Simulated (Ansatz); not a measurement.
InSe at a changed volume — ¹¹³In NMR of the central transition

Cell: an entry of the Crystallography Open Database (COD), relaxed with PBE at fixed cell and then changed (volume scaled by 0.94, ions relaxed).

Space group P6_3/mmc (No. 194); a = 3.9673, c = 16.5844 Å, γ = 120.00°.

| site | Wyckoff | site symmetry | x | y | z |
| --- | --- | --- | --- | --- | --- |
| In | 4f | 3m. | 0.3333 | 0.6667 | 0.1664 |
| Se | 4f | 3m. | 0.3333 | 0.6667 | 0.5872 |

One atom of each set is listed.

Computed with Ansatz: DFT, PBE, plane waves and PAW, scalar-relativistic, 420 eV cutoff, Γ-centred 13×13×3 k-points, Fermi–Dirac smearing 0.05 eV.

¹¹³In has I = 9/2 and Q = 761.0 mb (Pyykkö 2018); at 18.8 T its Larmor frequency is ν₀ = 176.1 MHz (from the bare nuclear moment; shielding lowers the observed one by a per cent or two). Only the quadrupole interaction is simulated: positions count from each site's isotropic chemical shift, and shift anisotropy, dipolar and J coupling are left out.

Simulated pattern of one In site (static powder, Gaussian broadening 80 kHz):

(offset (kHz), height): (-1272.3, 0), (-1220.0, 10), (-1167.7, 69), (-1115.4, 100), (-1063.1, 71), (-1010.8, 54), (-958.5, 46), (-906.2, 41), (-853.9, 38), (-801.6, 35), (-749.3, 33), (-697.0, 32), (-644.7, 31), (-592.4, 30), (-540.1, 29), (-487.8, 28), (-435.5, 28), (-383.2, 27), (-330.9, 27), (-278.6, 27), (-226.3, 26), (-174.0, 26), (-121.7, 26), (-69.4, 26), (-17.1, 25), (35.2, 21), (87.5, 21), (139.8, 22), (192.1, 23), (244.4, 23), (296.7, 25), (349.0, 26), (401.3, 29), (453.6, 33), (505.9, 38), (558.2, 50), (610.5, 71), (662.8, 49), (715.0, 7), (767.3, 0)

Problem. Which |C_Q| and η does the pattern imply?

Solution. The pattern spans 1803 kHz before broadening and its centre of gravity is at -346 kHz, which fixes P_Q; the places of the horns and steps fix η. That gives P_Q = 210 MHz, |C_Q| = 210 MHz and η = 0.00. The sign of C_Q can't be read from the pattern.

An axis of threefold or higher order runs through In, so V_zz lies along it and η is zero.

Without spin–orbit coupling (the program notes it for In) the gradients can shift somewhat, as the gap is small.
